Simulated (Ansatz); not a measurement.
**One atom moved along a line in W$_{3}$O**

The calculation used Ansatz 0.2.0, DFT PBEsol, scalar-relativistic, plane waves, PAW. Settings: plane waves to 420 eV, k-mesh 8×8×8 (Γ-centred), Gaussian smearing 0.15 eV. Spin–orbit coupling is left out, which can shift energies with elements as heavy as these. No spin polarisation. Energies are free energies at this smearing, counted from the undisturbed cell; pressure is positive in compression.

The undisturbed cell (relaxed at this level; it needn't be the usual structure):

```yaml
crystal:
  lattice:
    - [4.83135, 0.00000, 0.00000]
    - [0.00000, 4.83135, 0.00000]
    - [0.00000, 0.00000, 4.83135]
  atoms:
    - { symbol: W, position: [0.50000, 0.75000, 0.00000] }
    - { symbol: W, position: [0.00000, 0.50000, 0.75000] }
    - { symbol: W, position: [0.25000, 0.00000, 0.50000] }
    - { symbol: W, position: [0.50000, 0.25000, 0.00000] }
    - { symbol: W, position: [0.00000, 0.50000, 0.25000] }
    - { symbol: W, position: [0.75000, 0.00000, 0.50000] }
    - { symbol: O, position: [0.50000, 0.50000, 0.50000] }
    - { symbol: O, position: [0.00000, 0.00000, 0.00000] }
```

Atom 7 (O) is moved by x along the Cartesian unit vector (1.000, 0.000, 0.000); the cell and all other atoms stay fixed. The cell is metallic on the mesh throughout.

| x (Å) | ΔE (meV/cell) | force along x on the moved atoms (eV/Å) | pressure (GPa) |
| --- | --- | --- | --- |
| -0.3000 | -199.3 | -1.22 | 0.3 |
| -0.1800 | -75.4 | -0.82 | 0.1 |
| -0.0600 | -8.6 | -0.28 | 0.0 |
| 0.0000 | 0.0 | 0.00 | 0.0 |
| 0.1200 | -34.0 | 0.56 | 0.0 |
| 0.2400 | -131.3 | 1.04 | 0.2 |
| 0.2700 | -163.9 | 1.14 | 0.3 |

By symmetry 0.3000 repeats -0.3000, -0.2400 repeats 0.2400, 0.1800 repeats -0.1800, -0.1200 repeats 0.1200, 0.0600 repeats -0.0600 in energy, with the opposite slope along the path. All sampled points lie below the start, which is a maximum along this line.